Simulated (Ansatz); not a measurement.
Ta (Im-3m), stationary points along a deformation path

Method: Ansatz, DFT LDA, scalar-relativistic, plane waves, PAW. Settings: plane waves to 420 eV, k-mesh 22×22×22 (Γ-centred), Gaussian smearing 0.15 eV. Spin–orbit coupling is left out, which can shift energies with elements as heavy as these. No spin polarisation. Energies are free energies at this smearing, counted from the undisturbed cell; pressure is positive in compression.

The starting cell (as given, not relaxed at this level; it stands at -9.0 GPa):

```
Ta
1.0
    -1.65128    1.65128    1.65128
     1.65128   -1.65128    1.65128
     1.65128    1.65128   -1.65128
Ta
1
Direct
  0.00000 0.00000 0.00000
```

At fixed volume and fractional coordinates, lengths along (0.577, 0.577, 0.577) are scaled against those across it; ρ is that ratio over its starting value. V = 18.010 Å³/atom. Δσ is the stress along the axis less the mean stress across it (compression positive).

| ρ | ΔE (meV/atom) | Δσ (GPa) | space group |
| --- | --- | --- | --- |
| 0.500 | 8823.3 | 605.65 | R-3m |
| 0.600 | 3178.9 | 271.62 | R-3m |
| 0.710 | 937.5 | 111.17 | R-3m |
| 0.850 | 117.7 | 23.65 | R-3m |
| 0.930 | 20.8 | 7.21 | R-3m |
| 1.000 | 0.0 | 0.00 | Im-3m |
| 1.200 | 121.0 | -16.68 | R-3m |
| 1.410 | 453.2 | -37.77 | R-3m |
| 1.700 | 964.0 | -29.40 | R-3m |
| 2.000 | 1166.3 | 0.00 | Pm-3m |

Q: How does the stress give the slope of the energy, and where is the energy stationary?

A: Along the path d ln(length) is 2/3 d ln ρ on the axis and −1/3 d ln ρ across it, so dE/d ln ρ = −(2/3) V Δσ: the energy falls with ρ where Δσ is positive. Δσ vanishes or changes sign at ρ = 1.000 (Im-3m), a minimum at 0.0 meV/atom; at ρ = 2.000 (Pm-3m, an end of the scan), at 1166.3 meV/atom. Pairs of stationary points between two samples would go unseen, and could change a minimum read from distant neighbours into a maximum. At ρ = 1.000, 2.000 the cell is cubic, where symmetry alone makes the stress isotropic and the slope zero.

In a metal these slopes depend on the k mesh and the smearing.